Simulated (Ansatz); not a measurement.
# KGaPdO$_{3}$ single point

The input, for Ansatz 0.2.0 (plane waves, PAW):

```yaml
crystal:
  lattice:
    - [0.0, 3.764589, 0.0]
    - [6.301659, -1.882294, 0.0]
    - [1.817251, 0.0, -6.796312]
  atoms:
    - { symbol: Ga, position: [0.65034, 0.30068, 0.92053] }
    - { symbol: Ga, position: [0.34966, 0.69932, 0.07947] }
    - { symbol: Pd, position: [0.00657, 0.01314, 0.22218] }
    - { symbol: Pd, position: [0.99343, 0.98686, 0.77782] }
    - { symbol: K, position: [0.35705, 0.7141, 0.56401] }
    - { symbol: K, position: [0.64295, 0.2859, 0.43599] }
    - { symbol: O, position: [0.8318, 0.6636, 0.8674] }
    - { symbol: O, position: [0.1682, 0.3364, 0.1326] }
    - { symbol: O, position: [0.4937, 0.9874, 0.8019] }
    - { symbol: O, position: [0.5063, 0.0126, 0.1981] }
    - { symbol: O, position: [0.1516, 0.3032, 0.7212] }
    - { symbol: O, position: [0.8484, 0.6968, 0.2788] }
  symmetry: { tolerance: 0.0003 }
kpoints:
  mp_grid: { grid: [6, 6, 3], shift: [0, 0, 0] }
  band_path:
    path:
      - [0.0, 0.0, 0.0]
      - [0.54779979, -0.2738999, 0.0]
      - [0.45220021, -0.7261001, 0.0]
      - [0.0, -0.5, 0.0]
      - [0.0, 0.0, 0.0]
      - [0.0, -0.5, -0.5]
      - [0.47432038, -0.73716019, -0.5]
      - [0.52567962, -0.26283981, -0.5]
      - [0.0, 0.0, -0.5]
      - [0.0, 0.0, 0.0]
      - [0.5, -0.5, -0.5]
    npoints: 6
magnetization:
  spin_polarized: false
scf:
  occupations: { method: fermi_dirac }
  lower_state_search: "off"
  max_iter: 200
hamiltonian:
  pseudopotentials: { kind: paw }
  xc: r2scan
basis:
  ecutwfc: 500
  fft_grid_basis: typed
output:
  forces: true
  stress: true
  eigenvalues: true
  populations: true
  elf: true
  write_potential: true
  volumetric_format: npy
  dos:
    e_range: [-12, 8]
    de: 0.05
    projected: { site_lists: { Ga: [Ga], K: [K], O: [O], Pd: [Pd] } }
checkpoint:
  read: saved_state
```

The saved state is an earlier solution for the same cell, perhaps on another mesh. 

Excerpt of what it printed:

```
Pseudopotentials: kind: paw
Pseudopotential: Ga, paw, valence charge 13, recommended cutoff 500 eV (meta_gga), Ga.paw.azcp
Pseudopotential: Pd, paw, valence charge 18, recommended cutoff 500 eV (meta_gga), Pd.paw.azcp
Pseudopotential: K, paw, valence charge 9, recommended cutoff 500 eV (meta_gga), K.paw.azcp
Pseudopotential: O, paw, valence charge 6, recommended cutoff 500 eV (meta_gga), O.paw.azcp
Functional definition: r2SCAN
  exchange = r2scan_x(k0 = k0, k1 = k1, a1 = a1)
  correlation = r2scan_c
Crystal: 12 atoms, lattice volume = 161.230 Å³
Basis set: ecut = 500 eV, 4081 PW (Γ), exchange–correlation on 120×192×216 points (64 copies of the dense FFT grid, shifted against one another)
Bands: 70, of which v1, the nominal top of the filled ones, is band 58 counted from 1 (57 counted from 0)
Symmetry: 4 space group operations
Space group: C2/m (ITA 12), of the structure as read, at distance tolerance 1.6e-3 Å
k-points: 34 of 108
Initial density: read from a saved state, or passed on in memory by an earlier SCF of this step, an earlier step, the calling program or the single point that the run made first
Functional: x = r2scan, c = r2scan; τ floored in thin density (d = 2e-4 eV/Å³)
SCF iter   1: F=-28044.9555 eV  Δρ=2.40e-3  dr2=2.30e-3  dr2_τ=6.22e-3
SCF iter   2: F=-28044.9534 eV  Δρ=1.60e-3  dr2=5.95e-3  dr2_τ=4.21e-4  recentre
SCF iter   3: F=-28044.9574 eV  Δρ=1.09e-3  dr2=7.54e-4  dr2_τ=3.30e-4
SCF iter   4: F=-28044.9579 eV  Δρ=2.46e-4  dr2=5.36e-5  dr2_τ=1.97e-5
SCF iter   5: F=-28044.9582 eV  Δρ=4.05e-5  dr2=1.56e-6  dr2_τ=5.86e-7
SCF iter   6: F=-28044.9582 eV  Δρ=1.68e-5  dr2=3.27e-7  dr2_τ=6.95e-8
SCF iter   7: F=-28044.9582 eV  Δρ=7.00e-6  dr2=2.55e-8  dr2_τ=4.75e-9
Free energy (F): -28044.9582 eV
Harris-Foulkes:  -28044.9582 eV  (|F-HF|=1.87e-8)
Internal energy: -28044.9271 eV  (E = F + TS)
E sigma→0 (E₀):  -28044.9427 eV
Entropy (-TS):   -0.0311 eV (-2.590 meV/atom)
Fermi energy:    9.6698 eV
--- Forces (eV/Å), atoms counted from 1 ---
  atom   1  Ga     0.8668     0.0000    -0.0174
  atom   2  Ga    -0.8668     0.0000     0.0174
  atom   3  Pd     0.3716     0.0000    -1.0016
  atom   4  Pd    -0.3716     0.0000     1.0016
  atom   5  K     -0.2200     0.0000    -0.0926
  atom   6  K      0.2200     0.0000     0.0926
  atom   7  O     -1.8944     0.0000    -1.6026
  atom   8  O      1.8944     0.0000     1.6026
  atom   9  O      0.4982     0.0000    -1.9443
  atom  10  O     -0.4982     0.0000     1.9443
  atom  11  O      1.1051     0.0000    -1.1392
  atom  12  O     -1.1051     0.0000     1.1392
--- Stress (GPa, compression-positive) ---
       -0.2864       0.0000       2.0707
        0.0000       3.3283       0.0000
        2.0707       0.0000      -5.4414
  P = ⅓ Tr σ = -0.7998 GPa (-7.998 kbar)
```

Total energies depend on the potentials used, so only differences within one code and one set of settings carry meaning.

Origin: a known structure type with other elements, at an estimated volume, so it need not be a known compound. Caveats: the k mesh is coarse if the cell is a metal; atoms or cell far from equilibrium.
